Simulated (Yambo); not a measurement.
A G0W0@PBEsol run in Yambo for PbS (space group R3m, No. 160) (4×4×4 Γ-centred k mesh, 121 bands and a 10 Ry block in the screening, 121 bands in G with the Bruneval-Gonze terminator, plasmon pole fitted at 27.2 eV) gives these matrix elements, in eV, at the band edges (L → L):

```json
[
 {"state": "valence edge", "E0": "0.000", "<Vxc>": "-13.361", "<Σx>": "-14.752", "<Σc(E0)>": "0.605", "Z": "0.784"},
 {"state": "conduction edge", "E0": "0.354", "<Vxc>": "-9.791", "<Σx>": "-6.925", "<Σc(E0)>": "-3.168", "Z": "0.806"}
]
```

Problem. Solve the linearised quasiparticle equation for both states, give the gap, and say how exchange and correlation each act on it.

Solution. E = E0 + Z(Σx + Σc − Vxc). Valence: 0.000 + 0.784 × (-14.752 + (0.605) − (-13.361)) = -0.62 eV. Conduction: 0.354 + 0.806 × (-6.925 + (-3.168) − (-9.791)) = 0.11 eV. The gap is 0.73 eV, against 0.35 eV in PBEsol. Replacing Vxc by bare exchange alone would open it by 4.26 eV; correlation takes back 3.77 eV of that, and Z scales what is left. Nearest settings tried, and what they do to the gap: 93 bands in W, 93 bands in G: -6 meV; 8 Ry block (139 vectors against 193): -33 meV; 6×6×6 mesh: +52 meV. So the settings aren't converged at that level. Spin-orbit coupling is left out; with 6p states at a band edge it can lower the gap by many tenths of an eV, most of a small gap.

The standard potential for Pb keeps a d shell in the valence without the s and p states of that shell. In tests on such compounds this moved G0W0 gaps by up to about 0.9 eV, so absolute quasiparticle energies here are unreliable; differences between settings are what counts.

Geometry of the Materials Project entry, not relaxed at this level; primitive cell a = b = c = 4.227 Å, α = β = γ = 59.97°.

This is not the ordinary phase of the substance; no match was found in the copy of COD used, and its stability was not checked.
